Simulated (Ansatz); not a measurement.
B2O:
```
CELL_PARAMETERS angstrom
      2.54453     0.00000     0.00000
     -1.27227     2.20363     0.00000
      0.00000     0.00000     9.69619
ATOMIC_POSITIONS crystal
  B  0.00000 0.00000 0.41019
  B  0.00000 0.00000 0.58981
  B  0.66667 0.33333 0.02845
  B  0.33333 0.66667 0.97155
  O  0.66667 0.33333 0.35401
  O  0.33333 0.66667 0.64599
```

Relaxed with r²SCAN+D4.

Map the electron localisation function on the plane through (0.000, 0.000, 0.410) spanned by u = [0, 0, 1] and v = [1, -1, 0] in lattice vectors, from the program Ansatz at the r²SCAN+D4 level (PAW).

x is the fraction of u, y of v (the angle between them is 90°; rows are the nearest grid lines); atoms in the plane: B at (0.00, 0.00), B at (0.18, 0.00), B at (0.62, 0.67), B at (0.56, 0.33), O at (0.94, 0.67), O at (0.24, 0.33).
```
|0299994001110000000000000000000000011100|
|0299994001210000000011111111000000012200|
|2389984012210000000122333322100000135652|
|6458873112100000001244555543210002457886|
|7434542111100000001356666555310014678887|
|8521111110000000001356643455410026888888|
|7520000000000000001355310135420048886577|
|7620000000000000001354100024420048985257|
|7620000000000000001354200024420048985267|
|7510000011100000002366532345420037887677|
|7410001234432100013578887766410026787777|
|5200002466666410013588998876410003566665|
|2100013677788630014677888765310001234432|
|0000014776688840014532356654210000001110|
|0000015763489850014500014543200000000000|
|0000015762489850014400014543200000000000|
|0000015775688850014510035543200000000000|
|1111114788888730014543456643200000000001|
|1245534788877510013556666543200000000111|
|1378864588764200002355555432100000001211|
|0289984146531000001123332221100000012210|
|0299994002210000000011111110000000012100|
|0299994001110000000000000000000000011100|
```
Scale: ten equal steps from 0.001 (start of '0') to 0.991 (end of '9'), in the order '0123456789'; x runs from 0.000 to 1.00, y from 0.000 (bottom) to 1.00 (top).

The density is the valence pseudo-density with augmentation charge, so density and ELF within about 1 Å of a nucleus are not all-electron values.

Space group P-3m1. The workflow started from an entry of the Crystallography Open Database (COD). Its standing as an ambient phase is unchecked. Symmetry was held in the r²SCAN+D4 relaxation. At this level the phase is mechanically unstable.

Potentials: the later of the program's two PAW sets.
